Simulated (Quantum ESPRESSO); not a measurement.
# PGe6B: input and log of a self-consistent run

A calculation, not a measurement. The program is pw.x of Quantum ESPRESSO 7.5 (plane-wave density functional theory). The cell is made up: 8 atoms on a zincblende/diamond lattice, with randomly drawn elements, strain and displacements, not relaxed. PseudoDojo standard norm-conserving files (v0.5 for PBE, v0.4.1 for LDA and PBEsol) set the functional; there is no spin polarisation, spin-orbit coupling or dispersion term, and the masses in the input are unused placeholders.

Input:

```
&control calculation='scf', pseudo_dir='./dojo.nc.sr.pbe.v0_5.standard.upf', outdir='./o', disk_io='low', tprnfor=.true., tstress=.true. /
&system ibrav=0, nat=8, ntyp=3, nbnd=56, ecutwfc=77.98206166, nosym=.true., tot_charge=0,
 occupations='smearing', smearing='fd', degauss=0.0073498644
/
&electrons conv_thr=7.350e-09, electron_maxstep=60, /
ATOMIC_SPECIES
B 1.0 B.upf
Ge 1.0 Ge.upf
P 1.0 P.upf
CELL_PARAMETERS angstrom
5.9737 -0.0239 0.0206
-0.0239 5.9527 -0.0335
0.0206 -0.0335 5.9483
ATOMIC_POSITIONS angstrom
P 0.0152 0.021 -0.0731
Ge 0.0269 2.9404 2.9366
B 2.9107 0.0308 3.0273
Ge 2.9161 2.9496 0.0025
Ge 1.4951 1.495 1.4913
Ge 1.4306 4.3851 4.4168
Ge 4.5827 1.4747 4.4651
Ge 4.4592 4.3607 1.3722
K_POINTS automatic
6 6 6 1 1 1
```

The log is shortened where brackets say so; the opening notice, blank lines, dates and the lines on written files are dropped, and the path of the files is cut. It prints rydbergs, bohrs and kilobars, and counts compression as positive stress.

```
     Program PWSCF v.7.5
     Parallel version (MPI & OpenMP), running on       4 processor cores
     Number of MPI processes:                 4
     Threads/MPI process:                     1
     [start-up lines left out]
     bravais-lattice index     =            0
     lattice parameter (alat)  =      11.2888  a.u.
     unit-cell volume          =    1427.3189 (a.u.)^3
     number of atoms/cell      =            8
     number of atomic types    =            3
     number of electrons       =        92.00
     number of Kohn-Sham states=           56
     kinetic-energy cutoff     =      77.9821  Ry
     charge density cutoff     =     311.9282  Ry
     scf convergence threshold =      7.3E-09
     mixing beta               =       0.7000
     number of iterations used =            8  plain     mixing
     Exchange-correlation= PBE
                           (   1   4   3   4   0   0   0)
     [axes and pseudopotential details left out]
   Cartesian axes
     site n.     atom                  positions (alat units)
         1        P      tau(   1) = (   0.0025445   0.0035154  -0.0122368  )
         2        Ge     tau(   2) = (   0.0045030   0.4922174   0.4915813  )
         3        B      tau(   3) = (   0.4872457   0.0051559   0.5067643  )
         4        Ge     tau(   4) = (   0.4881496   0.4937574   0.0004185  )
         5        Ge     tau(   5) = (   0.2502769   0.2502602   0.2496408  )
         6        Ge     tau(   6) = (   0.2394797   0.7340574   0.7393639  )
         7        Ge     tau(   7) = (   0.7671353   0.2468620   0.7474493  )
         8        Ge     tau(   8) = (   0.7464616   0.7299729   0.2297037  )
     number of k points=   108  Fermi-Dirac smearing, width (Ry)=  0.0073
     Number of k-points >= 100: set verbosity='high' to print them.
     Dense  grid:   132857 G-vectors     FFT dimensions: (  64,  64,  64)
     Estimated max dynamical RAM per process >     574.08 MB
     Estimated total dynamical RAM >       2.15 GB
     Initial potential from superposition of free atoms
     starting charge      91.9947, renormalised to      92.0000
     Starting wfcs are   62 randomized atomic wfcs
     total cpu time spent up to now is       10.9 secs
     per-process dynamical memory:   502.9 Mb
     Self-consistent Calculation
     iteration #  1     ecut=    77.98 Ry     beta= 0.70
     Davidson diagonalization with overlap
     ethr =  1.00E-02,  avg # of iterations =  3.0
     Threshold (ethr) on eigenvalues was too large:
     Diagonalizing with lowered threshold
     Davidson diagonalization with overlap
     ethr =  2.03E-04,  avg # of iterations =  4.9
     total cpu time spent up to now is       68.1 secs
     total energy              =   -1091.23182675 Ry
     estimated scf accuracy    <       0.19041123 Ry
     iteration #  2     ecut=    77.98 Ry     beta= 0.70
     Davidson diagonalization with overlap
     ethr =  2.07E-04,  avg # of iterations =  8.1
     total cpu time spent up to now is       98.9 secs
     total energy              =   -1091.20318914 Ry
     estimated scf accuracy    <       0.48197470 Ry
     iteration #  3     ecut=    77.98 Ry     beta= 0.70
     Davidson diagonalization with overlap
     ethr =  2.07E-04,  avg # of iterations =  5.4
     total cpu time spent up to now is      126.6 secs
     total energy              =   -1091.29198908 Ry
     estimated scf accuracy    <       0.02145893 Ry
     iteration #  4     ecut=    77.98 Ry     beta= 0.70
     Davidson diagonalization with overlap
     ethr =  2.33E-05,  avg # of iterations =  5.8
     total cpu time spent up to now is      155.0 secs
     total energy              =   -1091.29483745 Ry
     estimated scf accuracy    <       0.00539348 Ry
     iteration #  5     ecut=    77.98 Ry     beta= 0.70
     Davidson diagonalization with overlap
     ethr =  5.86E-06,  avg # of iterations =  4.3
     total cpu time spent up to now is      181.3 secs
     total energy              =   -1091.29596166 Ry
     estimated scf accuracy    <       0.00104778 Ry
     iteration #  6     ecut=    77.98 Ry     beta= 0.70
     Davidson diagonalization with overlap
     ethr =  1.14E-06,  avg # of iterations =  3.0
     total cpu time spent up to now is      206.1 secs
     total energy              =   -1091.29616821 Ry
     estimated scf accuracy    <       0.00001132 Ry
     iteration #  7     ecut=    77.98 Ry     beta= 0.70
     Davidson diagonalization with overlap
     ethr =  1.23E-08,  avg # of iterations =  5.2
     total cpu time spent up to now is      238.2 secs
     total energy              =   -1091.29617436 Ry
     estimated scf accuracy    <       0.00000534 Ry
     iteration #  8     ecut=    77.98 Ry     beta= 0.70
     Davidson diagonalization with overlap
     ethr =  5.80E-09,  avg # of iterations =  2.0
     total cpu time spent up to now is      260.6 secs
     total energy              =   -1091.29617475 Ry
     estimated scf accuracy    <       0.00000111 Ry
     iteration #  9     ecut=    77.98 Ry     beta= 0.70
     Davidson diagonalization with overlap
     ethr =  1.21E-09,  avg # of iterations =  3.4
     total cpu time spent up to now is      284.1 secs
     total energy              =   -1091.29617495 Ry
     estimated scf accuracy    <       0.00000007 Ry
     iteration # 10     ecut=    77.98 Ry     beta= 0.70
     Davidson diagonalization with overlap
     ethr =  7.15E-11,  avg # of iterations =  4.4
     total cpu time spent up to now is      315.6 secs
     total energy              =   -1091.29617498 Ry
     estimated scf accuracy    <       0.00000004 Ry
     iteration # 11     ecut=    77.98 Ry     beta= 0.70
     Davidson diagonalization with overlap
     ethr =  3.82E-11,  avg # of iterations =  2.1
     total cpu time spent up to now is      338.7 secs
     End of self-consistent calculation
     Number of k-points >= 100: set verbosity='high' to print the bands.
     the Fermi energy is     6.0161 ev
!    total energy              =   -1091.29617498 Ry
     estimated scf accuracy    <          1.8E-09 Ry
     smearing contrib. (-TS)   =      -0.00384549 Ry
     internal energy E=F+TS    =   -1091.29232949 Ry
     The total energy is F=E-TS. E is the sum of the following terms:
     one-electron contribution =    -671.11545468 Ry
     hartree contribution      =     386.09056045 Ry
     xc contribution           =    -267.39756832 Ry
     ewald contribution        =    -538.86986694 Ry
     convergence has been achieved in  11 iterations
     Forces acting on atoms (cartesian axes, Ry/au):
     atom    1 type  3   force =    -0.00548992   -0.00948150    0.01248131
     atom    2 type  2   force =    -0.01808223    0.00873336   -0.01462625
     atom    3 type  1   force =     0.00479412   -0.00729206   -0.00414250
     atom    4 type  2   force =     0.00738413   -0.00356083   -0.02184245
     atom    5 type  2   force =     0.03566205   -0.05898284    0.03327189
     atom    6 type  2   force =     0.05267632    0.05852356   -0.02690821
     atom    7 type  2   force =    -0.05879547   -0.04440235   -0.02734008
     atom    8 type  2   force =    -0.01814900    0.05646266    0.04910631
     Total force =     0.162533     Total SCF correction =     0.000219
     Computing stress (Cartesian axis) and pressure
          total   stress  (Ry/bohr**3)                   (kbar)     P=      -81.61
  -0.00055291   0.00002996  -0.00003799          -81.34        4.41       -5.59
   0.00002996  -0.00056961   0.00006712            4.41      -83.79        9.87
  -0.00003799   0.00006712  -0.00054190           -5.59        9.87      -79.72
     init_run     :     10.31s CPU     10.65s WALL (       1 calls)
     electrons    :    325.65s CPU    327.80s WALL (       1 calls)
     forces       :      3.28s CPU      3.30s WALL (       1 calls)
     stress       :     11.51s CPU     11.51s WALL (       1 calls)
     [timing details left out]
     PWSCF        :   5m51.15s CPU   5m53.83s WALL
     JOB DONE.
```

In other units: free energy -14847.841 eV for the cell, pressure -8.16 GPa, largest force component 1.517 eV/Å. A rerun of this cell at 1347 eV and a 8 x 8 x 8 mesh moved values by no more than 0.003 eV in energy, 0.04 GPa in stress and 0.004 eV/Å in force.